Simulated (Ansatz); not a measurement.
Phonon spectrum of MgCd₃Se₄

The calculation used DFT PBE, scalar-relativistic, plane waves, PAW in Ansatz. Settings: 420 eV plane-wave cutoff, Γ-centred 6×6×4 mesh, fixed occupations. No spin polarisation. Phonons by linear response, acoustic sum rule imposed.

The cell, relaxed at this level:
```
CELL_PARAMETERS angstrom
4.35359 0.00000 0.00000
0.00000 4.35359 0.00000
0.00000 0.00000 12.24299
ATOMIC_POSITIONS crystal
Mg 0.50000 0.50000 0.50000
Cd 0.00000 0.00000 0.74489
Cd 0.50000 0.50000 0.00000
Cd 0.00000 0.00000 0.25511
Se 0.50000 0.00000 0.12753
Se 0.00000 0.50000 0.38317
Se 0.50000 0.00000 0.61683
Se 0.00000 0.50000 0.87247
```

It was reached by relaxing an invented guess, and it needn't be the stable form of this composition. The q mesh is coarse, so values between its points are rough. The run warned that its linear response isn't converged on this k mesh, so dielectric tensors, Born charges and infrared intensities are rough, and the frequencies may be too. Modes under 40 cm⁻¹ are poorly fixed.

Force constants from linear response on a 2×2×1 q mesh.

(1) Is the structure dynamically stable on this mesh?

(2) Give the frequencies (cm⁻¹; i marks imaginary ones) at the irreducible q points, in fractions of the reciprocal vectors, the Γ row without the LO field.

Answers

(1) Yes, on this mesh: no mode is imaginary. Between the mesh points the interpolation dips to 15i cm⁻¹.

(2)
| q | star | frequencies |
| --- | --- | --- |
| 0.000 0.000 0.000 | 1 | 0 0 0 39 39 41 41 60 60 81 95 146 157 157 161 161 163 167 167 170 186 258 258 283 |
| 0.000 -0.500 0.000 | 2 | 35 36 36 39 40 57 59 68 107 109 133 141 159 161 161 164 165 169 173 176 180 256 260 272 |
| -0.500 -0.500 0.000 | 1 | 43 45 47 47 50 69 69 89 127 127 154 155 157 157 163 164 170 171 171 176 179 239 267 267 |
